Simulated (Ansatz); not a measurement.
A geometry of As away from equilibrium: step 3 of the relaxation of a relaxed As cell displaced along its unstable phonon at q = (½, 0, 0) of its primitive reciprocal cell (91i cm⁻¹), largest move 0.15 Å. Method: PBE (plane waves to 420 eV, PAW, scalar-relativistic; Ansatz, a program for electronic structure). Γ-centred k-mesh 6×12×4 on the run's cell (coarser than for final values), Fermi–Dirac smearing 0.05 eV. The plane waves were selected for a different cell earlier on the path.

```
As
1.0
    6.01762    -0.02352     0.00000
   -1.51459     2.62335     0.00000
    0.00000     0.00000    10.24592
As
8
Direct
  0.03199   0.03199   0.98781
  0.46801   0.96801   0.01219
  0.96801   0.96801   0.48781
  0.53199   0.03199   0.51219
  0.18761   0.68761   0.26173
  0.68761   0.68761   0.23827
  0.31239   0.31239   0.73827
  0.81239   0.31239   0.76173
```

### Question
What forces act on the atoms (eV/Å)?

### Answer
```tsv
atom	Fx	Fy	Fz
As1	0.21	0.12	-0.20
As2	-0.21	-0.12	0.20
As3	-0.21	-0.12	-0.20
As4	0.21	0.12	0.20
As5	0.13	0.07	0.04
As6	0.13	0.07	-0.04
As7	-0.13	-0.07	-0.04
As8	-0.13	-0.07	0.04
```

The path ends in Pnma (No. 62). No spin polarisation in the result.

The run could not lose the symmetry of its start, so the end can be a saddle point.

The end of the path is a generated cell of As: the first start was made by placing the elements on the sites of a structure type, and the end was not matched to a known phase here, so it may be hypothetical. Known forms of As include space group No. 166.
